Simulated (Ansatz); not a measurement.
**Question.** Each is relaxed and computed with PBEsol (plane waves, PAW; program Ansatz). Which is the only one with a gap?
(A) SiSn, CsCl type
(B) SiMo2C, P6_3/mmc (Si on 2d, Mo on 4f, C on 2a)
(C) SiSnO3, P4mm (Si on 1b, Sn on 1a, O on 1b, O on 2c)
(D) Si3W5, I4/mcm (Si on 4a, Si on 8h, W on 16k, W on 4b)

**Answer.** C, SiSnO3, P4mm (Si on 1b, Sn on 1a, O on 1b, O on 2c). SiSnO3: gap 0.71 eV (indirect); SiSn: metal; Si3W5: metal; SiMo2C: metal. Constructed cells (a structure type filled with these elements, in neither database checked): SiSnO3, P4mm (Si on 1b, Sn on 1a, O on 1b, O on 2c); SiSn, CsCl type. Typed or built starts, not in the databases checked: SiMo2C, P6_3/mmc (Si on 2d, Mo on 4f, C on 2a). Standing as an ambient phase not checked: Si3W5, I4/mcm (Si on 4a, Si on 8h, W on 16k, W on 4b). Unstable at this level: SiSn, CsCl type. All cells were relaxed under the symmetry of their starts (and spin orders); stability against distortions was not tested throughout. Named crystals with no word on spin ran without spin polarisation. Spin–orbit coupling is left out wherever it is not named.

Potentials: the earlier of the program's two PAW sets. The files were generated under PBE; for other functionals the program regenerates the frozen cores, and for LDA and PBEsol the local potential too.
